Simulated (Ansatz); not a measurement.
Method: DFT PBE, scalar-relativistic, plane waves, PAW (Ansatz 0.2.0). Cutoff 420 eV, Γ-centred 10×10×10 mesh (10-atom cell), Gaussian smearing of 0.02 eV, no spin polarisation.

Formation energies are uncorrected and refer to the elements' standard structures at the same level. The references include black phosphorus.

Q: Find a candidate tetragonal semiconductor with formula Ga5As3P2, with a gap near 0.7 eV, a formation energy near −0.38 eV/atom and about 23 Å³ per atom, in a cell of 10 atoms.

A: Ga5As3P2, space group I-4m2 (No. 119). Ga on a site of symmetry 2mm is surrounded by 4 As at 2.47 Å; Ga on a second site of symmetry 2mm has 2 P at 2.41 Å and 2 As at 2.47 Å; P has 4 Ga at 2.41 Å; around As on a site of symmetry 2mm lie 4 Ga at 2.47 Å; 2 more sites not described.

```
Ga P As
1.0
    -1.99596    1.99596   14.13423
     1.99596   -1.99596   14.13423
     1.99596    1.99596  -14.13423
Ga P As
5 2 3
Direct
  0.69845 0.69845 0.00000
  0.30155 0.30155 0.00000
  0.90452 0.90452 0.00000
  0.50000 0.50000 0.00000
  0.09548 0.09548 0.00000
  0.95225 0.45225 0.50000
  0.54775 0.04775 0.50000
  0.35300 0.85300 0.50000
  0.14700 0.64700 0.50000
  0.75000 0.25000 0.50000
```

- Volume per atom: 22.52 Å³
- Density: 4.68 g/cm³
- Formation energy: −0.377 eV/atom
- Gap on the 10×10×10 mesh of the 10-atom cell: 0.66 eV

The cell was found from a structure generator's guess, not taken from experiment. Other answers may fit too; this one was computed.

Kohn–Sham gaps at this level usually fall short of measured ones. The reference forms of As and P are held partly by dispersion forces, which this level lacks. Symmetry constrained the relaxation, so the result can be a saddle point.
